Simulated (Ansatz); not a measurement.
GaP:
```
GaP
1.0
    0.00000     2.75299     2.75299
    2.75299     0.00000     2.75299
    2.75299     2.75299     0.00000
P Ga
1 1
Direct
  0.75000   0.75000   0.75000
  0.00000   0.00000   0.00000
```

PBE in the plane-wave PAW code Ansatz gives a gap of 1.58 eV without spin–orbit coupling, maximum at Γ, minimum at Γ.

Question: What happens when spin–orbit coupling is switched on?

Answer: The gap decreases by 0.03 eV, to 1.55 eV; maximum at Γ, minimum at Γ.

Question: How large is the spin–orbit splitting of the valence top at Γ?

Answer: The fourfold level lies 0.08 eV above the split-off pair.

Question: Give the electron effective mass with spin–orbit coupling.

Answer: 0.10 mₑ (isotropic).

Question: Give the hole effective mass with spin–orbit coupling, band 1 of 2 at the edge.

Answer: 0.39 along [100], 0.72 along [110], 0.93 along [111] (mₑ).

Question: Give the hole effective mass with spin–orbit coupling, band 2 of 2 at the edge.

Answer: 0.13 along [100], 0.11 along [110], 0.11 along [111] (mₑ).

Space group F-43m (zinc blende). The PBE relaxation kept the symmetry of its start; phonons on a q-mesh show no instability.

Potentials: the later of the program's two PAW sets.
